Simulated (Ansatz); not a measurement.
Si: an elastic constant from a strain scan

All numbers below come from Ansatz, DFT r2SCAN, scalar-relativistic, plane waves, PAW. Settings: plane waves to 500 eV, k-mesh 10×10×10 (Γ-centred), Gaussian smearing 0.05 eV. No spin polarisation. Energies are free energies at this smearing, counted from the undisturbed cell; pressure is positive in compression.

The starting cell (relaxed at this level; this form isn't the usual structure):

```
CELL_PARAMETERS angstrom
-3.32733 3.32733 1.92188
3.32733 -3.32733 1.92188
3.32733 3.32733 -1.92188
ATOMIC_POSITIONS crystal
Si 0.17875 0.17875 0.35751
Si 0.82125 0.82125 0.64249
Si 0.17875 0.82125 0.00000
Si 0.82125 0.17875 0.00000
```

The cell is strained by ε times the Voigt pattern (1, -1, 0, 0, 0, 0) (xx, yy, zz, yz, xz, xy; engineering shear) with fractional coordinates fixed. The cell holds 4 atoms in V0 = 85.11 Å³. The stress column is τ = (1/V0) dE/dε, got from the stress tensor σ (compression positive) at each point as −det(1 + εP) σ : P(1 + εP)⁻¹, with P the pattern as a tensor.

| ε | ΔE (meV/atom) | τ (GPa) |
| --- | --- | --- |
| -0.0175 | 7.969 | -6.872 |
| -0.0150 | 5.851 | -5.884 |
| -0.0100 | 2.598 | -3.916 |
| -0.0050 | 0.649 | -1.956 |
| 0.0000 | 0.000 | 0.000 |
| 0.0050 | 0.649 | 1.956 |
| 0.0100 | 2.598 | 3.916 |
| 0.0150 | 5.851 | 5.884 |
| 0.0175 | 7.969 | 6.872 |
| 0.0200 | ? | ? |

**Question.** Which combination of elastic constants does this scan measure, and how large is it?

**Answer.** For small ε, τ = τ0 + Kε with K = pᵀCp, which for this pattern is C11 + C22 − 2 C12 in the Cartesian frame shown. The parabola through τ at ε = -0.0050, 0 and 0.0050 has slope K = 391 GPa at zero. The energies per cell, E = NΔE, of the same two points give K = 2[E(ε₊)/ε₊ − E(ε₋)/ε₋]/[(ε₊ − ε₋)V0] = 391 GPa, in agreement. These are clamped-ion values.

**Question.** Predict the withheld row at ε = 0.0200 from the harmonic law, and compare.

**Answer.** ΔE = V0(τ0 ε + Kε²/2)/N = 10.389 meV/atom and τ = 7.82 GPa. The calculation gives 10.415 meV/atom and 7.86 GPa, a miss of 0.2 % of the harmonic energy, so the harmonic law still holds here.

Forces appear on the atoms along this scan, and letting them relax would lower the energy and soften the response.

Cost: 6 runs of about 4.6 core-minutes in all, on Intel Xeon Processor @ 2.50GHz (Skylake/Cascade Lake) (shared hosts).